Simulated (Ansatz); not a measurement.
AlAu4 in space group P2_13 (No. 198; Al on 4a, Au on 4a, Au on 12b) under volume change, DFT-r²SCAN in the program Ansatz with PAW potentials, shape and atoms relaxed at each volume.

```
V (Å³/atom)  E − E(relaxed) (meV/atom)  P (GPa)
-----------  -------------------------  -------
15.451                               ?        ?
15.961                            31.5    10.66
16.470                             7.3     4.77
16.980                             0.0     0.00
17.489                             6.3    -3.80
17.998                            23.3    -6.73
18.508                               ?        ?
```

### Question
Complete the blanks.

### Answer

- 15.451, E − E(relaxed) (meV/atom): 76.5
- 15.451, P (GPa): 17.87
- 18.508, E − E(relaxed) (meV/atom): 48.2
- 18.508, P (GPa): -8.80

### Question
What does a third-order Birch–Murnaghan fit give for V₀, B₀ and B′?

### Answer
V₀ = 16.98 Å³/atom, B₀ = 139 GPa, B′ = 6.7.

The first step of the workflow began from a Materials Project structure, measured or hypothetical; the Crystallography Open Database files this formula in space group No. 198, but the cells were not matched. Its standing as an ambient phase is unchecked. Symmetry was held in the r²SCAN relaxation; its stability against distortions is not shown here. Scalar-relativistic: spin–orbit coupling is off unless named, which matters more the heavier the elements.

Potentials: the later of the program's two PAW sets.
